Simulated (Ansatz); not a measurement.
This cell of Tl (hcp, Mg type) is off equilibrium:

```
CELL_PARAMETERS angstrom
      7.04140     0.00000     0.00000
     -1.76035     3.04902     0.00000
      0.00000     0.00000     5.60254
ATOMIC_POSITIONS crystal
  Tl 0.16667 0.66667 0.68753
  Tl 0.66667 0.66667 0.75000
  Tl 0.33333 0.33333 0.25000
  Tl 0.83333 0.33333 0.25000
```

These are r2SCAN (plane waves to 500 eV, PAW, scalar-relativistic; Ansatz, a program for electronic structure) values and carry that method's errors. k mesh 6×12×7 (Γ-centred), Fermi-Dirac smearing 0.05 eV. Energies are smeared free energies. Stress and pressure are positive under compression. With partly filled bands, energies and forces of such displacements shift with the k mesh and the smearing. Spin-orbit coupling is left out, though Tl is heavy. The PAW data are Ansatz's earlier set. Tl was relaxed with its symmetry unable to fall.

Task: What forces act on the atoms (eV/Å, Cartesian)?

Result: 
```json
[
 {"atom": "Tl1", "Fx": "-0.013", "Fy": "-0.008", "Fz": "0.770"},
 {"atom": "Tl2", "Fx": "0.003", "Fy": "0.002", "Fz": "0.139"},
 {"atom": "Tl3", "Fx": "0.133", "Fy": "0.077", "Fz": "-0.595"},
 {"atom": "Tl4", "Fx": "-0.122", "Fy": "-0.070", "Fz": "-0.314"}
]
```

Task: In it atom 1 sits (0.000, 0.000, -0.350) Å away from its relaxed site. What is its energy relative to the relaxed cell?

Result: 131 meV/cell.

(A displaced cell: forces are minus the slopes of the energy, force constants its curvatures, and phonons follow from these.)
